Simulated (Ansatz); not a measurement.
LaAs:
```yaml
crystal:
  lattice:
    - [0.00000, 3.03193, 3.03193]
    - [3.03193, 0.00000, 3.03193]
    - [3.03193, 3.03193, 0.00000]
  atoms:
    - { symbol: La, position: [0.00000, 0.00000, 0.00000] }
    - { symbol: As, position: [0.50000, 0.50000, 0.50000] }
```

Relaxed with LDA. Special points in fractions of this cell's reciprocal vectors: Γ (0.000, 0.000, 0.000); X (0.500, 0.000, 0.500); U (0.625, 0.250, 0.625); K (0.375, 0.375, 0.750); L (0.500, 0.500, 0.500); W (0.500, 0.250, 0.750).

Q: List the band energies nearest the Fermi level at these points for DFT-LDA in the program Ansatz with PAW potentials.

A: In eV from the Fermi level; about four levels below and three above (degenerate sets whole), none deeper than 8.9 eV; points with the same levels are listed once.

```tsv
k	below	above
Γ	–	0.13 0.13 0.13
X	-1.00 -0.24 -0.12 -0.12	2.67 2.70 2.77 2.77
U	-1.74 -1.10 -0.96	1.25 2.60 2.60
L	-8.51 -3.27 -1.76 -1.76	2.28 2.56 2.56
W	-1.78 -1.09 -1.09	2.07 2.07 2.73 2.73
```

Space group Fm-3m (rock salt). The first step of the workflow began from a Materials Project structure, measured or hypothetical; the Crystallography Open Database files this formula in space group No. 225, but the cells were not matched. Whether it is the stable phase at ambient conditions was not checked. The LDA relaxation kept the symmetry of its start; of distortions, only those at the zone centre were tested. Spin–orbit coupling is left out wherever it is not named.

Potentials: the later of the program's two PAW sets.
